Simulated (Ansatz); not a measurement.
Starting cell, PbS (rock salt):

```
PbS
1.0
    0.00000     6.00891     6.00891
    3.00445     3.00445     6.00891
    3.00445     3.00445     0.00000
S Pb
2 2
Direct
  0.00000   0.00000   0.00000
  0.50000   0.00000   0.00000
  0.00000   0.50000   0.50000
  0.50000   0.50000   0.50000
```

The atoms are displaced by Q × the pattern below (from a DFPT mode at X = (0.5, 0.5, 0.0), largest move 1; Q in Å), at fixed cell. It is one choice among 2 degenerate patterns. (q is in reciprocal vectors of the primitive cell; the cell shown is doubled to hold the pattern.)

```json
[
 {"atom": "S1", "x": "0.000", "y": "-1.000", "z": "0.000"},
 {"atom": "S2", "x": "0.000", "y": "1.000", "z": "0.000"},
 {"atom": "Pb3", "x": "0.000", "y": "0.013", "z": "0.000"},
 {"atom": "Pb4", "x": "0.000", "y": "-0.013", "z": "0.000"}
]
```

Method: PBE (plane waves to 420 eV, PAW, scalar-relativistic; Ansatz, an electronic-structure program). k mesh 10×10×10 (Γ-centred), Fermi-Dirac smearing 0.05 eV. Energies are smeared free energies. PbS was relaxed with its symmetry unable to fall. Spin-orbit coupling is left out, though Pb is heavy. The zero of ΔE is the undisplaced structure.

Successive frames, forces in eV/Å:

| frame | ΔE (eV/cell) | F on S1 | F on S2 | F on Pb3 | F on Pb4 |
|---|---|---|---|---|---|
| Q = 0.150 Å | 0.0208 | (0.000, 0.151, 0.000) | (0.000, -0.151, 0.000) | (0.000, 0.017, 0.000) | (0.000, -0.017, 0.000) |
| Q = 0.120 Å | 0.0129 | (0.000, 0.114, 0.000) | (0.000, -0.114, 0.000) | (0.000, 0.005, 0.000) | (0.000, -0.005, 0.000) |
| Q = 0.090 Å | 0.0070 | (0.000, 0.081, 0.000) | (0.000, -0.081, 0.000) | (0.000, -0.001, 0.000) | (0.000, 0.001, 0.000) |

Problem. What are the energy and the forces in the next frame, Q = 0.060 Å?

Solution. ΔE (eV/cell) = 0.0031.

| atom | Fx | Fy | Fz |
|---|---|---|---|
| S1 | 0.000 | 0.052 | 0.000 |
| S2 | 0.000 | -0.052 | 0.000 |
| Pb3 | 0.000 | -0.003 | 0.000 |
| Pb4 | 0.000 | 0.003 | 0.000 |

(For displaced atoms, the force is minus the slope of the energy, and its curvature is a force constant, which sets phonon frequencies.)
